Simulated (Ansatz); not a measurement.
CoPtAu in space group P3m1 (No. 156; Co on 1a, Pt on 1b, Au on 1c), plane-wave PAW PBE (Ansatz code), all energies at zero smearing, with the estimated change up to a 700 eV cutoff added, with one set of potentials and settings (totals compare only within such a set). Cell of 3 atoms (1 Co, 1 Pt, 1 Au): -30801.814 eV.

```
element                                reference phase  E (eV/atom)
-------  ---------------------------------------------  -----------
Co       P6_3/mmc, 2 atoms in the cell, spin-polarised   -5126.1613
Pt                          Fm-3m, 1 atoms in the cell  -12524.7059
Au                          Fm-3m, 1 atoms in the cell  -13151.2107
```

Formation energy per atom, worked out: (-30801.814 − 1×(-5126.1613) − 1×(-12524.7059) − 1×(-13151.2107))/3 = 0.088 eV/atom (8 kJ per mol of atoms), at 0 K, without zero-point energy or fitted corrections.

The start of the workflow was typed in or built on a structure type; neither database checked (COD, Materials Project) lists it. Whether it is the stable phase at ambient conditions was not checked. The PBE relaxation kept the symmetry of its start; its stability against distortions is not shown here. Spin order of the final state: ferromagnetic, the only order run, not a proven ground state. The references are the lowest solids computed at this level, not always the standard phases. Scalar-relativistic: spin–orbit coupling is off unless named, which matters more the heavier the elements.

Potentials: the earlier of the program's two PAW sets.
